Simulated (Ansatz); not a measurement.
ScAg (CsCl type)

```yaml
crystal:
  lattice:
    - [3.33906, 0.00000, 0.00000]
    - [0.00000, 3.33906, 0.00000]
    - [0.00000, 0.00000, 3.33906]
  atoms:
    - { symbol: Sc, position: [0.50000, 0.50000, 0.50000] }
    - { symbol: Ag, position: [0.00000, 0.00000, 0.00000] }
```

The slice is a {100} plane (indices of the conventional cell) through the point (0.000, 0.000, 0.000) (fractional), spanned by u = [100] and v = [010] in vectors of this cell: u (3.34 Å) and v (3.34 Å, at 90° to u). It covers one period; positions are fractions (u, v).

Calculation: LDA (plane waves to 420 eV, PAW, scalar-relativistic; Ansatz, an electronic-structure program). k mesh 14×14×14. These are valence fields of a PAW run, semicore shells included where kept as valence: close to a nucleus they are smooth pseudo fields. ScAg is run without spin polarisation. ScAg was relaxed with its symmetry unable to fall.

Three fields on this plane, each scaled to ten steps between its own extremes (0 low, 9 high; the total valence density on a logarithmic scale, the potential cut 8 eV below its top; x marks points blanked near nuclei; v = 0 in the bottom row):

Map A
```
|xxxxxx058999850xxxxx|
|xxxxxx058999850xxxxx|
|xxxxxx268999862xxxxx|
|xxxxx05789998750xxxx|
|xxxx0467888887640xxx|
|00025678888888765200|
|45567788777778877655|
|88888887777777888888|
|99999887766677889999|
|99999887766677889999|
|99999887766677889999|
|88888887777777888888|
|45567788777778877655|
|00025678888888765200|
|xxxx0467888887640xxx|
|xxxxx05789998750xxxx|
|xxxxxx268999862xxxxx|
|xxxxxx058999850xxxxx|
|xxxxxx058999850xxxxx|
|xxxxxx048999840xxxxx|
```

Map B
```
|xxxxxx964323469xxxxx|
|xxxxxx864222468xxxxx|
|xxxxxx753222357xxxxx|
|xxxxx86432223468xxxx|
|xxxx8643211123468xxx|
|99876432111112346789|
|66654321100011234566|
|44433211000001123344|
|33222110000000112223|
|22222110000000112222|
|33222110000000112223|
|44433211000001123344|
|66654321100011234566|
|99876432111112346789|
|xxxx8643211123468xxx|
|xxxxx86432223468xxxx|
|xxxxxx753222357xxxxx|
|xxxxxx864222468xxxxx|
|xxxxxx964323469xxxxx|
|xxxxxx964323469xxxxx|
```

Map C
```
|xxxxxx545777545xxxxx|
|xxxxxx546787645xxxxx|
|xxxxxx457898754xxxxx|
|xxxxx55689998655xxxx|
|xxxx5568999998655xxx|
|65545689988899865455|
|34456899765679986544|
|55678997532357998765|
|67789986310136899877|
|77899985200025899987|
|67789986310136899877|
|55678997532357998765|
|34456899765679986544|
|65545689988899865455|
|xxxx5568999998655xxx|
|xxxxx55689998655xxxx|
|xxxxxx457898754xxxxx|
|xxxxxx546787645xxxxx|
|xxxxxx545777545xxxxx|
|xxxxxx635676536xxxxx|
```

Problem. Assign the maps to these fields: electron localisation function (ELF); valence electron density; electrostatic potential energy of an electron, from the cell's mean.

Solution. A is the electrostatic potential energy of an electron, from the cell's mean; B is the valence electron density; C is the electron localisation function (ELF).
